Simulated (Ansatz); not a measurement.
The elements of this relaxed trial crystal are hidden behind letters.

```
lattice vectors (Å)
   1.5924   -2.2597    0.0000
   1.5924    2.2597    0.0000
   0.0000    0.0000    8.9729
fractional positions
X 0.5000 0.5000 0.5000
Z 0.5000 0.5000 0.0000
Z 0.0000 0.0000 0.2484
Z 0.0000 0.0000 0.7516
```

The calculation used DFT PBE, scalar-relativistic, plane waves, PAW in Ansatz. Plane waves to 420 eV, an 18×18×6 mesh through Γ for the 4-atom cell and 0.10 eV Gaussian smearing; no spin polarisation.

* Space group: Cmmm (No. 65)
* Conventional cell: a = 3.185 Å, b = 4.519 Å, c = 8.973 Å
* Volume per atom: 16.14 Å³
* Density: 15.41 g/cm³
* Formation energy: −0.03 eV/atom
* Gap on the 18×18×6 mesh of the 4-atom cell: 0 eV (a metal)

Energies are uncorrected and count from the elements' standard states at the same level.

Question: X is a d-block element of period 4 and Z is a d-block element of period 6. Which elements are they?

Answer: X = Ti, Z = W, so the formula is TiW3. Density times volume gives a mean mass of 15.41 × 16.14/1.6605 = 149.8 u per atom, and this set has 149.8 u. Ti is surrounded by 4 W at 2.76 Å, 4 Ti at 2.76 Å, 2 Ti at 3.18 Å and 4 W at 3.19 Å; W on a site of symmetry mmm is surrounded by 8 W at 2.74–2.76 Å and 6 W at 3.17–3.18 Å; W on a site of symmetry mm2 is surrounded by 6 W at 2.74–2.76 Å, 2 Ti at 2.76 Å, 4 W at 3.17–3.18 Å and 2 Ti at 3.19 Å. Other sets within the hints have nearly the same mass, so mass alone doesn't settle it; this one was computed.

These runs have no spin–orbit coupling, which can matter for W. This cell was reached by moving the atoms of another relaxed cell at random and relaxing again, last within the group found; it had no such test of its own.
